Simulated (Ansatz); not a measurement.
# Notes on SrCrF₆

```
Sr F Cr
1.0
     3.54772    2.04828    2.28331
    -3.54772    2.04828    2.28331
     0.00000   -4.09655    2.28331
Sr F Cr
1 6 1
Direct
  0.50000 0.50000 0.50000
  0.26300 0.88800 0.26300
  0.26300 0.26300 0.88800
  0.88800 0.26300 0.26300
  0.73700 0.11200 0.73700
  0.11200 0.73700 0.73700
  0.73700 0.73700 0.11200
  0.00000 0.00000 0.00000
```

Method: PBEsol, with U_eff = 5.03 eV on Cr d (all-electron-ortho-atomic projectors), spin-orbit coupling; PAW, plane waves to 420 eV, 4×4×4 (shifted by 0.5, 0.5, 0.5 steps) mesh, fermi-dirac occupations (width 0.1169 eV) (Ansatz 0.2.0), atoms fixed.

Magnetic state (reached from a saved solution, and it need not be the lowest): Cr8 along (0.00, 0.00, -1.00).

Charges: Bader charges in e: Sr +1.75, Cr +2.28, F -0.67. In the mean Cr gives up most and F takes most.
Forces: The largest is on F3 (and as large on other atoms): 1.09 eV/Å, components (0.00, 0.05, 1.09). It makes 124° with the line to a nearest neighbour, Cr8 at 1.80 Å.
Moments: Cr8 1.96 μB of spin moment in Bader basins; net size 2.00 μB a cell.
Electronic structure: The gap is 1.40 eV, indirect (the least direct gap found is 1.68 eV).
Band edges: Within 0.7 eV of the edges, the states project mainly on F p (66 %) and Cr d (31 %) below the gap and on Cr d (66 %) and F p (29 %) above it.

Origin: a database entry at a rescaled volume. Caveats: the SCF threshold is loose for a stress.
